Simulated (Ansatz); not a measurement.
VMo (Cmmm); total moment held at 0.3 μB.

```
V Mo
1.0
     1.53728   -2.22403    0.00000
     1.53728    2.22403    0.00000
     0.00000    0.00000    4.22901
V Mo
1 1
Direct
  0.50000 0.50000 0.50000
  0.00000 0.00000 0.00000
```

Geometry: a structure from the Materials Project; nothing is relaxed.

Functional, mesh and filling: LDA, 11×11×7 k mesh, Fermi–Dirac smearing of 0.05 eV. PAW means Ansatz 0.2.0 on its default frozen-core files. Site moments are integrated in spheres about the atoms. Start moments (μB): V1 0.15, Mo2 0.15.

Iteration by iteration:

```csv
iteration,Harris–Foulkes energy less the last (meV),density residual (eV),M (μB),∫|m| (μB)
1,-1852.195,1.1e+01,0.3000,0.3000
2,-604.876,1.8e+00,0.3000,0.3000
3,-168.348,1.9e+00,0.3000,0.3000
4,-1.779,8.2e-02,0.3000,0.3000
5,-9.240,9.0e-02,0.3000,0.3000
6,-3.613,3.8e-02,0.3000,0.3000
7,-0.147,1.5e-03,0.3000,0.3000
8,-0.001,6.4e-05,0.3000,0.3000
9,0.000,4.8e-06,0.3000,0.3001
10,0.000,7.2e-07,0.3000,0.3001
11,0.000,6.3e-08,0.3000,0.3001
12,0.000,7.4e-10,0.3000,0.3001
13,0.000,2.4e-11,0.3000,0.3001
```

Site moments (μB): V1 0.19, Mo2 0.03. Cell moment 0.30 μB.

The PAW files were made with PBE; the program remakes their cores once for the run's functional and then keeps them frozen. The Ansatz runs typed with the search for lower states off end where their start leads. The magnetic state is the one that this cell and start allow. It needn't be the compound's measured order, which may need a larger cell or be absent.
